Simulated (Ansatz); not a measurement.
# GaNi, a database entry at a rescaled volume

```
Ni Ga
1.0
     2.89132    0.00000    0.00000
     0.00000    2.89132    0.00000
     0.00000    0.00000    2.89132
Ni Ga
1 1
Direct
  0.50000 0.50000 0.50000
  0.00000 0.00000 0.00000
```

The numbers come from plane-wave PAW DFT (Ansatz): r2SCAN, no spin polarisation, 500 eV, 12×12×12 Γ-centred k points, fermi-dirac occupations (width 0.1 eV). Nothing was relaxed.

**Question.** What happens at the Fermi level?

**Answer.** It is a metal, with about 0.92 states/eV a cell as the mean within 0.25 eV of the Fermi level, mostly Ni d (61 %) and Ga p (27 %).

**Question.** What does the stress say?

**Answer.** The pressure is -2.3 GPa (compression positive), so with the atoms held at these fractions the cell would first shrink.

**Question.** How is the charge shared?

**Answer.** Bader charges in e: Ga +0.34, Ni -0.34. In the mean Ga gives up most and Ni takes most.

**Question.** What is the formation energy?

**Answer.** -0.36 eV an atom against the elements' usual phases (free molecules for gases, crystals otherwise, with no correction for O₂ or N₂), so it is bound against them; other compounds may still compete. Relaxing would lower it.

**Question.** Describe some of the short contacts.

**Answer.** Ni–Ga at 2.50 Å: least valence density 0.31 e/Å³ and ELF 0.31 there. Ni–Ni at 2.89 Å: least valence density 0.22 e/Å³ and ELF 0.27 there. Ga–Ga at 2.89 Å: least valence density 0.22 e/Å³ and ELF 0.38 there. Both are smooth PAW fields, read partly inside the augmentation spheres.

Origin: a database entry at a rescaled volume. Caveats: no spin polarisation, so a magnetic state may lie lower.
